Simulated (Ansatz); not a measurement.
This cell of ZrO2 (polar-ZrO2 type, space group Pca2_1) is off equilibrium:

```xyz
12
Lattice="5.4297 0.0000 0.0000 0.0000 5.2098 0.0000 0.0000 0.0000 5.2361" Properties=species:S:1:pos:R:3 pbc="T T T"
Zr     0.1871     1.3511     1.3837
Zr     5.2426     3.8587     4.0018
Zr     2.9020     3.8587     1.3837
Zr     2.5277     1.3511     4.0018
O      1.9384     0.2453     0.4962
O      3.4913     4.9646     3.1143
O      4.6532     4.9646     0.4962
O      0.7765     0.2453     3.1143
O      1.0657     2.6677    -0.0159
O      4.3640     2.5421     2.6022
O      3.7805     2.5421    -0.0159
O      1.6492     2.6677     2.6022
```

Computed with r2SCAN (plane waves to 500 eV, PAW, scalar-relativistic; Ansatz, a program for electronic structure). k mesh 5×5×5 (Γ-centred), Fermi-Dirac smearing 0.05 eV. The energy includes the smearing's −TS. Stress and pressure are positive under compression. The relaxing atoms change the space group within the scan (Pbcn at V/V₀ = 1.100), so nothing is fitted. ZrO2 is run without spin polarisation. ZrO2 was relaxed with its symmetry unable to fall.

Question: Give the stress tensor in GPa and the pressure.

Answer: 
```
   -6.8      0.0      0.0
    0.0    -13.3      0.0
    0.0      0.0    -12.3
```
The pressure, a third of the trace, is -10.8 GPa.

Question: It is the relaxed cell scaled evenly to V/V₀ = 1.083, atoms relaxed where free. What is its energy relative to the relaxed cell?

Answer: 40.4 meV/atom.

(A scan under strain: stresses follow from slopes of the energy per volume, elastic moduli from its curvatures.)
